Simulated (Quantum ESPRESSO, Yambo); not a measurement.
LiC (space group Immm, No. 71) under isotropic strain of -0.7 % on all lattice vectors. The PBEsol cell relaxed from Materials Project entry mp-1378 was given an isotropic strain of -0.7 % on all lattice vectors, and the atoms were relaxed again. Chain: PBEsol (Quantum ESPRESSO, PseudoDojo norm-conserving, 82 Ry, without SOC); G0W0 in Yambo (6×6×6 Γ-centred k mesh, bands 3 to 82 and a 8 Ry block in the screening, 82 bands in G with the Bruneval-Gonze terminator, plasmon pole fitted at 27.2 eV); BSE (8×8×8 mesh, 4 valence and 2 conduction bands, static screening with 23 bands and a 4 Ry block, scissor 2.32 eV, Tamm-Dancoff).

```yaml
PBEsol gap (dense path): 3.10 eV
PBEsol gap (0.167, 0.167, 0.333) → Γ on the GW mesh: 3.15 eV
PBEsol smallest direct gap on the GW mesh, at Γ: 3.37 eV
G0W0 direct gap at that point: 5.70 eV
G0W0 correction to the gap (0.167, 0.167, 0.333) → Γ: 2.27 eV
direct gap on the BSE mesh, with the scissor: 5.70 eV
first BSE state allowed for light along x: 5.63 eV
lowest BSE state: 4.81 eV
binding_of_the_lowest_exciton: 0.88 eV
RPA electronic dielectric constant along x: 2.90 (14×14×14 mesh, PBEsol bands)
```

Rough cost of the Yambo steps against G0W0 for 6 states: BSE about 1/3, one RPA spectrum about 1/20.

Convergence of the G0W0 settings was not tested. The BSE states are vertical excitations (zero momentum); the indirect quasiparticle gap, about 5.38 eV, is smaller than the direct one (5.70 eV on the GW mesh). Convergence of the RPA response with its 14×14×14 mesh was not tested. Convergence of the binding with the mesh was not shown. Axes are Cartesian, with cell vectors (Å) (-1.77, 2.39, 2.63), (1.77, -2.39, 2.63), (1.77, 2.39, -2.63).
